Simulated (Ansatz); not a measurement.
Level of theory: DFT PBE, scalar-relativistic, plane waves, PAW (Ansatz). All cells share a 420 eV cutoff and Γ-centred k meshes spaced about 0.3 Å⁻¹ or finer (0.25 for metals, 2π included). Collinear spin where magnetic atoms keep a moment.

All energies are static (0 K, no zero-point motion).

Two forms of RuBr5 were relaxed alike.

A. (ferromagnetic moments up to 0.5 μB)

```
Ru Br
1.0
     7.17476    0.00000    0.00000
    -3.58738    6.21353    0.00000
     0.00000    0.00000    8.55989
Ru Br
1 5
Cartesian
  0.0000 0.0000 4.2799
  0.0000 0.0000 1.8297
  0.0000 0.0000 6.7302
  4.8257 0.0000 4.2799
  -2.4129 4.1792 4.2799
  1.1745 2.0343 4.2799
```

B. (ferromagnetic moments up to 1.6 μB)

```
Ru Br
1.0
    -4.45882    4.45882    2.62819
     4.45882   -4.45882    2.62819
     4.45882    4.45882   -2.62819
Ru Br
1 5
Direct
  0.00000 0.00000 0.00000
  0.09116 0.74226 0.83342
  0.25774 0.09116 0.34890
  0.90884 0.25774 0.16658
  0.74226 0.90884 0.65110
  0.50000 0.50000 0.00000
```

**Question.** Which form is favoured at zero pressure, and by what margin per atom?

**Answer.** A is lower, by 8 meV/atom. A has space group P-62m (No. 189), 63.6 Å³/atom and no gap on its mesh; B has space group I4/m (No. 87), 34.8 Å³/atom and no gap. Counting Br atoms around Ru (those within 1.25 times the shortest such distance or 1.15 times the sum of covalent radii, 1.27 where that leaves under three), A has Ru 5 and B has Ru 6. In A, around Ru lie 5 Br at 2.35–2.45 Å; Br on a site of symmetry 3m is surrounded by 1 Ru at 2.45 Å; around Br on a site of symmetry m2m lies 1 Ru at 2.35 Å. In B, Ru is surrounded by 4 Br at 2.44 Å and 2 Br at 2.63 Å; Br on a site of symmetry m is surrounded by 1 Ru at 2.44 Å; around Br on a site of symmetry 4/m lie 2 Ru at 2.63 Å. Both come from trial cells of a structure search.

The k mesh leaves some 4 meV/atom of noise in the energy of each metallic cell. Weakly bound directions are ill-defined at this level, which has no dispersion term (P-62m, I4/m), and this can change margins and order among such cells. The magnetic state reached may not be the lowest. Cells relaxed within their symmetry can be saddle points. Some structure types and database cells were kept out of the candidates from the start, so a known form may be missing.
